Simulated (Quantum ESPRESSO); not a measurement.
# Where does Al sit best among Si sites?

These are calculations, not measurements. They come from pw.x of Quantum ESPRESSO 7.5, a plane-wave density functional program, with PseudoDojo standard norm-conserving files (v0.5 for PBE, v0.4.1 for LDA and PBEsol). The cells are made up: elements, strain and atom displacements were drawn at random, and nothing was relaxed. There is no spin polarisation, spin-orbit coupling or dispersion term.

The cell has 8 sites of a zincblende or diamond lattice. Sites 1 to 4 hold X X X X; sites 5 to 8 hold N C C B. Cell vectors in Å: (4.440, 0.000, 0.000); (0.000, 4.440, 0.000); (0.000, 0.000, 4.440). Settings: PBE, cutoff 1143 eV, 6 x 6 x 6 k mesh shifted by half a step, Fermi-Dirac smearing of 0.1 eV.

In each run one of the sites marked X holds Al and the others hold Si; cell and positions stay the same. E is the free energy of the cell.

| site of the guest | first shell | mean distance (Å) | E above the lowest (eV) | P (GPa) | force on the guest (eV/Å) |
| --- | --- | --- | --- | --- | --- |
| 1 | BC2N | 1.926 | 0.418 | 5.73 | 2.595 |
| 2 | BC2N | 1.912 | 0.332 | 6.11 | 1.003 |
| 3 | BC2N | 1.879 | 0.760 | 6.34 | 1.468 |
| 4 | BC2N | 1.984 | 0.000 | 4.99 | 2.161 |

A rerun of one of these cells at 1437 eV and k mesh 8 x 8 x 8 moved values by no more than 0.005 eV in the cell's energy, 0.06 GPa in stress and 0.012 eV/Å in force.

## Reading the table

Site 4 is lowest, by 0.332 eV, over three times the rerun's bound. A straight line of energy against the mean distance has a slope of -6.8 ± 1.5 eV/Å, so the guest costs less on the roomier sites. The positions are random and not relaxed, so the differences hold for this frozen cell and are not site preferences of a real crystal.